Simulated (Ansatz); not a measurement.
A geometry of Cu away from equilibrium: the start of the relaxation of a generated trial cell of Cu in the AFLOW prototype A_mP4_4_2a (as in Te). Level of theory: r2SCAN (plane waves to 500 eV, PAW, scalar-relativistic; Ansatz, an electronic-structure program). Γ-centred k-mesh 14×6×9 on the run's cell (coarser than for final values), Fermi–Dirac smearing 0.05 eV.

```xyz
4
Lattice="2.3324 0.0000 0.0000 0.0000 5.6455 0.0000 -0.1691 0.0000 3.5728" Properties=species:S:1:pos:R:3 pbc="T T T"
Cu     0.5019     4.1212     1.7149
Cu     1.6614     1.2985     1.8579
Cu     1.1162     2.8227     0.0715
Cu     1.0471     0.0000     3.5014
```

**Question.** Which atoms carry the largest force, and which way does it point?

**Answer.** 1.71 eV/Å, on Cu1, Cu2 (atoms numbered as listed); on Cu1 its components are (-1.16, 0.97, 0.79).

**Question.** What is the pressure?

**Answer.** +10.2 GPa, compression positive.

**Question.** How much energy per atom can still be gained by relaxing?

**Answer.** 0.36 eV/atom; the path ends in Fm-3m (No. 225) (fcc (Cu type)).

No spin polarisation in the result.

The run could not lose the symmetry of its start.
